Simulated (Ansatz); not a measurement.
The calculation used Ansatz, DFT PBE, scalar-relativistic, plane waves, PAW. Settings of the last relaxation (8-atom cell): 420 eV, 12×12×12 k points, Gaussian smearing of 0.10 eV, no spin polarisation.

Formation energies are uncorrected and count from the elements' standard states at the same level.

Problem. Give a relaxed trial structure of a tetragonal metal that holds Zr and 2 more elements, with a formation energy near −0.77 eV/atom and a density near 5.36 g/cm³, in a cell of 8 atoms. Its symmetry should be I4/mmm (No. 139).

Solution. ZrTi3C4, space group I4/mmm (No. 139). Around Zr lie 6 C at 2.22–2.27 Å and 12 Ti at 3.14–3.15 Å; Ti on a site of symmetry 4/mmm is surrounded by 6 C at 2.16–2.22 Å, 8 Ti at 3.14 Å and 4 Zr at 3.15 Å; Ti on a site of symmetry -4m2 is surrounded by 6 C at 2.21–2.22 Å, 4 Zr at 3.14 Å and 8 Ti at 3.14–3.15 Å; C on a site of symmetry 4mm has 5 Ti at 2.16–2.22 Å and 1 Zr at 2.27 Å; 1 more site not described.

```cif
data_structure
_symmetry_space_group_name_H-M 'P 1'
_symmetry_Int_Tables_number 1
_cell_length_a 5.4325
_cell_length_b 5.4325
_cell_length_c 5.4325
_cell_angle_alpha 131.661
_cell_angle_beta 131.661
_cell_angle_gamma 70.765
_cell_volume 87.65
loop_
_atom_site_label
_atom_site_type_symbol
_atom_site_fract_x
_atom_site_fract_y
_atom_site_fract_z
_atom_site_occupancy
Zr1 Zr 0.50000 0.50000 0.00000 1
Ti1 Ti 0.00000 0.00000 0.00000 1
Ti2 Ti 0.75000 0.25000 0.50000 1
Ti3 Ti 0.25000 0.75000 0.50000 1
C1 C 0.24394 0.24394 0.00000 1
C2 C 0.00000 0.50000 0.50000 1
C3 C 0.75606 0.75606 0.00000 1
C4 C 0.50000 0.00000 0.50000 1
```

The volume per atom is 10.96 Å³ and the density is 5.36 g/cm³. The energy over the elements is −0.77 eV/atom. The gap on the 12×12×12 mesh of the 8-atom cell is 0 eV (a metal).

It was reached by relaxing an invented guess, and it needn't be the stable form of this composition. Other answers may fit too; this one was computed.

The reference form of C is held partly by dispersion forces, which this level lacks. A later test with randomly moved atoms came back to the same energy, though modes that don't fit the test's cell weren't probed.
